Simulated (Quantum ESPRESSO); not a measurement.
Ga4AgWLi2, finding a planted mistake in a log

Computed values, not a measurement. The program is pw.x of Quantum ESPRESSO 7.5 (plane-wave density functional theory). The cell is made up: eight metal atoms on a face-centred cubic lattice, with elements, volume, strain and displacements drawn at random and not relaxed, so it may be unstable or far from any real phase. PseudoDojo standard norm-conserving files set the functional (PBE unless stated); there is no spin polarisation or spin-orbit coupling, the Fermi-Dirac width of 0.25 eV means electrons at about 2900 K, and the masses in the input are unused placeholders. Heavy elements are run without spin-orbit coupling, which real alloys of them have. A spin test at this wide smearing found no moment, but such smearing suppresses magnetism that the real alloy may have.

Intended input:

```
&control calculation='scf', pseudo_dir='./dojo.nc.sr.pbe.v0_5.standard.upf', outdir='./o', disk_io='minimal', tprnfor=.true., tstress=.true. /
&system ibrav=0, nat=8, ntyp=4, nbnd=56, ecutwfc=82.02448710, nosym=.true., tot_charge=0,
 occupations='smearing', smearing='fd', degauss=0.0183746611
/
&electrons conv_thr=1.470e-08, electron_maxstep=70, mixing_beta=0.5 /
ATOMIC_SPECIES
Ag 1.0 Ag.upf
Ga 1.0 Ga.upf
Li 1.0 Li.upf
W 1.0 W.upf
CELL_PARAMETERS angstrom
2.0856 4.1711 2.0856
0.0 4.1711 -4.1711
-4.1711 4.1711 0.0
ATOMIC_POSITIONS angstrom
Ga -0.0199 0.0848 -0.0425
Ag -1.9747 2.0001 -0.0105
W 0.0852 2.115 -1.8956
Li -2.0347 4.1691 -1.9628
Ga -0.0492 4.0729 -0.2229
Ga -1.9459 6.2123 0.0366
Li -0.1856 6.1392 -2.0394
Ga -2.1297 8.384 -1.9899
K_POINTS automatic
5 5 5 1 1 1
```

The log is shortened where brackets say so; the opening notice, blank lines, dates and the lines on written files are dropped, and the path of the files is cut. It prints rydbergs, bohrs and kilobars, and counts compression as positive stress. Its total energy is the free energy E - TS of the whole cell.

Log of the intended run:

```
     Program PWSCF v.7.5
     Parallel version (MPI & OpenMP), running on       4 processor cores
     Number of MPI processes:                 4
     Threads/MPI process:                     1
     [start-up lines left out]
     bravais-lattice index     =            0
     lattice parameter (alat)  =       9.6538  a.u.
     unit-cell volume          =     979.4530 (a.u.)^3
     number of atoms/cell      =            8
     number of atomic types    =            4
     number of electrons       =        91.00
     number of Kohn-Sham states=           56
     kinetic-energy cutoff     =      82.0245  Ry
     charge density cutoff     =     328.0979  Ry
     scf convergence threshold =      1.5E-08
     mixing beta               =       0.5000
     number of iterations used =            8  plain     mixing
     Exchange-correlation= PBE
                           (   1   4   3   4   0   0   0)
     [axes and pseudopotential details left out]
   Cartesian axes
     site n.     atom                  positions (alat units)
         1        Ga     tau(   1) = (  -0.0038954   0.0165995  -0.0083193  )
         2        Ag     tau(   2) = (  -0.3865462   0.3915182  -0.0020554  )
         3        W      tau(   3) = (   0.0166778   0.4140098  -0.3710624  )
         4        Li     tau(   4) = (  -0.3982912   0.8160986  -0.3842168  )
         5        Ga     tau(   5) = (  -0.0096309   0.7972675  -0.0436325  )
         6        Ga     tau(   6) = (  -0.3809086   1.2160536   0.0071644  )
         7        Li     tau(   7) = (  -0.0363311   1.2017443  -0.3992112  )
         8        Ga     tau(   8) = (  -0.4168874   1.6411624  -0.3895216  )
     number of k points=    63  Fermi-Dirac smearing, width (Ry)=  0.0184
                       cart. coord. in units 2pi/alat
        k(    1) = (   0.0000000   0.1224755   0.0000000), wk =   0.0320000
        k(    2) = (  -0.1837125   0.1837139   0.0612385), wk =   0.0320000
     [further k points left out]
     Dense  grid:    98305 G-vectors     FFT dimensions: (  60,  72,  72)
     Estimated max dynamical RAM per process >     332.24 MB
     Estimated total dynamical RAM >       1.23 GB
     Initial potential from superposition of free atoms
     starting charge      90.9792, renormalised to      91.0000
     Starting wfcs are   60 randomized atomic wfcs
     total cpu time spent up to now is       11.1 secs
     per-process dynamical memory:   258.4 Mb
     Self-consistent Calculation
     iteration #  1     ecut=    82.02 Ry     beta= 0.50
     Davidson diagonalization with overlap
     ethr =  1.00E-02,  avg # of iterations =  5.0
     Threshold (ethr) on eigenvalues was too large:
     Diagonalizing with lowered threshold
     Davidson diagonalization with overlap
     ethr =  6.44E-04,  avg # of iterations =  1.8
     total cpu time spent up to now is       62.5 secs
     total energy              =   -1101.99481782 Ry
     estimated scf accuracy    <       0.60899109 Ry
     iteration #  2     ecut=    82.02 Ry     beta= 0.50
     Davidson diagonalization with overlap
     ethr =  6.69E-04,  avg # of iterations =  2.5
     total cpu time spent up to now is       88.3 secs
     total energy              =   -1102.05250629 Ry
     estimated scf accuracy    <       1.56928560 Ry
     [iterations 3 to 9 left out]
     iteration # 10     ecut=    82.02 Ry     beta= 0.50
     Davidson diagonalization with overlap
     ethr =  4.54E-10,  avg # of iterations =  2.0
     total cpu time spent up to now is      286.6 secs
     total energy              =   -1102.28204231 Ry
     estimated scf accuracy    <       0.00000003 Ry
     iteration # 11     ecut=    82.02 Ry     beta= 0.50
     Davidson diagonalization with overlap
     ethr =  3.03E-11,  avg # of iterations =  2.7
     total cpu time spent up to now is      311.5 secs
     End of self-consistent calculation
     [lines on levels left out]
!    total energy              =   -1102.28204232 Ry
     estimated scf accuracy    <          2.3E-09 Ry
     smearing contrib. (-TS)   =      -0.06338610 Ry
     internal energy E=F+TS    =   -1102.21865621 Ry
     The total energy is F=E-TS. E is the sum of the following terms:
     one-electron contribution =    -510.40915807 Ry
     hartree contribution      =     312.75783450 Ry
     xc contribution           =    -253.33270640 Ry
     ewald contribution        =    -651.23462624 Ry
     convergence has been achieved in  11 iterations
     Forces acting on atoms (cartesian axes, Ry/au):
     atom    1 type  2   force =     0.00225882   -0.02443986    0.00153910
     atom    2 type  1   force =    -0.02933851   -0.00299248    0.01307323
     atom    3 type  4   force =     0.03471638   -0.00358224   -0.02393494
     atom    4 type  3   force =    -0.01333665   -0.00662982   -0.01118387
     atom    5 type  2   force =     0.01546709    0.02052927    0.02099267
     atom    6 type  2   force =    -0.02066009    0.00129733   -0.00425507
     atom    7 type  3   force =     0.01417113    0.01099452   -0.00619593
     atom    8 type  2   force =    -0.00327818    0.00482328    0.00996481
     Total force =     0.076319     Total SCF correction =     0.000181
     Computing stress (Cartesian axis) and pressure
          total   stress  (Ry/bohr**3)                   (kbar)     P=      -59.88
  -0.00029309  -0.00014164  -0.00012803          -43.11      -20.84      -18.83
  -0.00014164  -0.00046716   0.00002918          -20.84      -68.72        4.29
  -0.00012803   0.00002918  -0.00046098          -18.83        4.29      -67.81
     init_run     :     10.49s CPU     10.84s WALL (       1 calls)
     electrons    :    298.51s CPU    300.48s WALL (       1 calls)
     forces       :      2.65s CPU      2.69s WALL (       1 calls)
     stress       :      9.65s CPU      9.69s WALL (       1 calls)
     [timing details left out]
     PWSCF        :   5m21.53s CPU   5m24.02s WALL
     JOB DONE.
```

A second run was made from an input with one planted mistake. Its log:

```
     Program PWSCF v.7.5
     Parallel version (MPI & OpenMP), running on       4 processor cores
     Number of MPI processes:                 4
     Threads/MPI process:                     1
     [start-up lines left out]
     bravais-lattice index     =            0
     lattice parameter (alat)  =       9.5612  a.u.
     unit-cell volume          =     951.5442 (a.u.)^3
     number of atoms/cell      =            8
     number of atomic types    =            4
     number of electrons       =        91.00
     number of Kohn-Sham states=           56
     kinetic-energy cutoff     =      82.0245  Ry
     charge density cutoff     =     328.0979  Ry
     scf convergence threshold =      1.5E-08
     mixing beta               =       0.5000
     number of iterations used =            8  plain     mixing
     Exchange-correlation= PBE
                           (   1   4   3   4   0   0   0)
     [axes and pseudopotential details left out]
   Cartesian axes
     site n.     atom                  positions (alat units)
         1        Ga     tau(   1) = (  -0.0038936   0.0166022  -0.0083208  )
         2        Ag     tau(   2) = (  -0.3865337   0.3915144  -0.0020555  )
         3        W      tau(   3) = (   0.0166812   0.4140063  -0.3710581  )
         4        Li     tau(   4) = (  -0.3982936   0.8160947  -0.3842213  )
         5        Ga     tau(   5) = (  -0.0096253   0.7972592  -0.0436399  )
         6        Ga     tau(   6) = (  -0.3809009   1.2160485   0.0071547  )
         7        Li     tau(   7) = (  -0.0363271   1.2017390  -0.3992028  )
         8        Ga     tau(   8) = (  -0.4168920   1.6411427  -0.3895182  )
     number of k points=    63  Fermi-Dirac smearing, width (Ry)=  0.0184
                       cart. coord. in units 2pi/alat
        k(    1) = (  -0.0000000   0.1224755  -0.0000000), wk =   0.0320000
        k(    2) = (  -0.1837125   0.1837140   0.0612385), wk =   0.0320000
     [further k points left out]
     Dense  grid:    95529 G-vectors     FFT dimensions: (  60,  64,  64)
     Estimated max dynamical RAM per process >     319.33 MB
     Estimated total dynamical RAM >       1.18 GB
     Initial potential from superposition of free atoms
     starting charge      90.9792, renormalised to      91.0000
     Starting wfcs are   60 randomized atomic wfcs
     total cpu time spent up to now is        8.4 secs
     per-process dynamical memory:   247.5 Mb
     Self-consistent Calculation
     iteration #  1     ecut=    82.02 Ry     beta= 0.50
     Davidson diagonalization with overlap
     ethr =  1.00E-02,  avg # of iterations =  5.1
     Threshold (ethr) on eigenvalues was too large:
     Diagonalizing with lowered threshold
     Davidson diagonalization with overlap
     ethr =  6.98E-04,  avg # of iterations =  1.8
     total cpu time spent up to now is       46.7 secs
     total energy              =   -1101.97939279 Ry
     estimated scf accuracy    <       0.65697366 Ry
     iteration #  2     ecut=    82.02 Ry     beta= 0.50
     Davidson diagonalization with overlap
     ethr =  7.22E-04,  avg # of iterations =  2.3
     total cpu time spent up to now is       65.1 secs
     total energy              =   -1102.05169173 Ry
     estimated scf accuracy    <       1.65501118 Ry
     [iterations 3 to 9 left out]
     iteration # 10     ecut=    82.02 Ry     beta= 0.50
     Davidson diagonalization with overlap
     ethr =  4.96E-10,  avg # of iterations =  2.0
     total cpu time spent up to now is      208.1 secs
     total energy              =   -1102.29198693 Ry
     estimated scf accuracy    <       0.00000003 Ry
     iteration # 11     ecut=    82.02 Ry     beta= 0.50
     Davidson diagonalization with overlap
     ethr =  2.93E-11,  avg # of iterations =  2.1
     total cpu time spent up to now is      226.0 secs
     End of self-consistent calculation
     [lines on levels left out]
!    total energy              =   -1102.29198693 Ry
     estimated scf accuracy    <          2.1E-09 Ry
     smearing contrib. (-TS)   =      -0.06128862 Ry
     internal energy E=F+TS    =   -1102.23069832 Ry
     The total energy is F=E-TS. E is the sum of the following terms:
     one-electron contribution =    -500.22665901 Ry
     hartree contribution      =     308.96385827 Ry
     xc contribution           =    -253.42872127 Ry
     ewald contribution        =    -657.53917632 Ry
     convergence has been achieved in  11 iterations
     Forces acting on atoms (cartesian axes, Ry/au):
     atom    1 type  2   force =     0.00251945   -0.02885520    0.00382640
     atom    2 type  1   force =    -0.03362342   -0.00308065    0.01561555
     atom    3 type  4   force =     0.03653587   -0.00535361   -0.03226892
     atom    4 type  3   force =    -0.01388175   -0.00676636   -0.01227234
     atom    5 type  2   force =     0.01551081    0.02533946    0.02613423
     atom    6 type  2   force =    -0.02051316    0.00172754   -0.00372650
     atom    7 type  3   force =     0.01485401    0.01159484   -0.00665516
     atom    8 type  2   force =    -0.00140180    0.00539398    0.00934675
     Total force =     0.086905     Total SCF correction =     0.000184
     Computing stress (Cartesian axis) and pressure
          total   stress  (Ry/bohr**3)                   (kbar)     P=      -45.31
  -0.00019544  -0.00014716  -0.00014878          -28.75      -21.65      -21.89
  -0.00014716  -0.00036562   0.00003508          -21.65      -53.78        5.16
  -0.00014878   0.00003508  -0.00036290          -21.89        5.16      -53.38
     init_run     :      7.74s CPU      8.07s WALL (       1 calls)
     electrons    :    213.76s CPU    217.62s WALL (       1 calls)
     forces       :      2.56s CPU      2.56s WALL (       1 calls)
     stress       :      9.51s CPU      9.51s WALL (       1 calls)
     [timing details left out]
     PWSCF        :   3m53.94s CPU   3m58.16s WALL
     JOB DONE.
```

Question: the log repeats what the program read. Compare it with the intended run: what was wrong in the second input?

Answer: the cell and the positions are scaled by a wrong factor. The input lines that differ:

```
- 2.0856 4.1711 2.0856
- 0.0 4.1711 -4.1711
- -4.1711 4.1711 0.0
+ 2.0656 4.1311 2.0656
+ 0.0 4.1311 -4.1311
+ -4.1311 4.1311 0.0
- Ga -0.0199 0.0848 -0.0425
- Ag -1.9747 2.0001 -0.0105
- W 0.0852 2.115 -1.8956
- Li -2.0347 4.1691 -1.9628
- Ga -0.0492 4.0729 -0.2229
- Ga -1.9459 6.2123 0.0366
- Li -0.1856 6.1392 -2.0394
- Ga -2.1297 8.384 -1.9899
+ Ga -0.0197 0.084 -0.0421
+ Ag -1.9557 1.9809 -0.0104
+ W 0.0844 2.0947 -1.8774
+ Li -2.0152 4.1291 -1.944
+ Ga -0.0487 4.0338 -0.2208
+ Ga -1.9272 6.1527 0.0362
+ Li -0.1838 6.0803 -2.0198
+ Ga -2.1093 8.3035 -1.9708
```

|  | intended run | run with the mistake |
| --- | --- | --- |
| free energy (eV) | -14997.311 | -14997.447 |
| entropy term -TS, part of it (eV) | -0.862 | -0.834 |
| pressure (GPa) | -5.99 | -4.53 |
| size of the largest force component (eV/Å) | 0.893 | 0.939 |
| largest change of a force component (eV/Å) |  | 0.214 |
| iterations | 11 | 11 |

For scale, a rerun of the intended cell at a higher cutoff and on a denser mesh moved values by no more than 0.002 eV in energy, 0.11 GPa in stress and 0.013 eV/Å in force, and a second program with other atomic files agreed on that cell to 2 % rms in force and 0.5 GPa in pressure.